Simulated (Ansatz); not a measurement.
RuW:
```
RuW
1.0
    0.00000     2.54919     2.54919
    2.54919     0.00000     2.54919
    2.54919     2.54919     0.00000
Ru W
1 1
Direct
  0.00000   0.00000   0.00000
  0.50000   0.50000   0.50000
```

Relaxed with r²SCAN. Special points in fractions of this cell's reciprocal vectors: Γ (0.000, 0.000, 0.000); X (0.500, 0.000, 0.500); U (0.625, 0.250, 0.625); K (0.375, 0.375, 0.750); L (0.500, 0.500, 0.500); W (0.500, 0.250, 0.750).

Task: List the band energies nearest the Fermi level at these points for plane-wave PAW r²SCAN (Ansatz code).

Result: In eV from the Fermi level; about four levels below and three above (degenerate sets whole), none deeper than 8.9 eV; points with the same levels are listed once.

| k | below | above |
|---|---|---|
| Γ | -5.62 -5.62 -4.91 -4.91 -4.91 | 3.15 3.15 3.15 |
| X | -3.69 -1.04 -1.04 -0.82 | 1.37 1.37 3.33 |
| U | -3.81 -3.73 -3.25 -1.58 | 0.41 1.29 1.41 |
| L | -1.73 -1.73 -1.43 -1.43 | 0.60 0.60 0.96 |
| W | -4.18 -1.80 -1.19 -1.00 | 1.31 1.50 1.50 |

Space group Fm-3m (rock salt). The start of the workflow was typed in or built on a structure type; neither database checked (COD, Materials Project) lists it. Its standing as an ambient phase is unchecked. The cell was relaxed with r²SCAN under the symmetry of its start. At this level the phase is mechanically unstable. No spin polarisation was allowed. Its formation energy is positive at this level, so the cell may be metastable or incomplete. Spin–orbit coupling is left out wherever it is not named.

Potentials: the later of the program's two PAW sets.
